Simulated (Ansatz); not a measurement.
GeS$_{2}$ in space group P4_2/nmc (No. 137; Ge on 2b, S on 4d), the program Ansatz at the LDA level (PAW). The conduction-band minimum lies at Γ, with 1 equivalent valley. Second derivatives d²E/dk² of the lowest band at one valley (eV·Å²), along Cartesian directions:

```csv
direction,d²E/dk²
[100],44.02
[010],44.02
[001],31.20
[110],44.13
[101],37.62
[011],37.62
```

**Question.** Find the principal effective masses, the density-of-states mass and the conductivity mass.

**Answer.** Off-diagonal terms follow from H_xy = H[110] − (H_xx + H_yy)/2, and m*/mₑ = 7.620 eV·Å² over each eigenvalue: 0.17, 0.17, 0.24. One valley's DOS mass (m₁m₂m₃)^(1/3) = 0.19, conductivity mass 3/(Σ 1/mᵢ) = 0.19 mₑ.

**Question.** What effective density of states Nc follows at 300 K for parabolic valleys?

**Answer.** Nc = 2.509e19 × 1 × (0.19)^(3/2) ≈ 2.1e18 cm⁻³.

The workflow started from a Materials Project entry (that database holds measured and hypothetical structures alike); the Crystallography Open Database copy checked does not list it. COD files the formula under space group No. 14, 43, 82, 122, 217. Its standing as an ambient phase is unchecked. The cell was relaxed with LDA under the symmetry of its start; whether a distortion lowers the energy is not shown. A crystal of weakly bound layers computed without a dispersion correction: the cell and the soft elastic constants depend strongly on that. Spin–orbit coupling is left out wherever it is not named.

Potentials: the later of the program's two PAW sets.

Edges and masses are those of Kohn–Sham bands, whose gap is no quasiparticle gap.
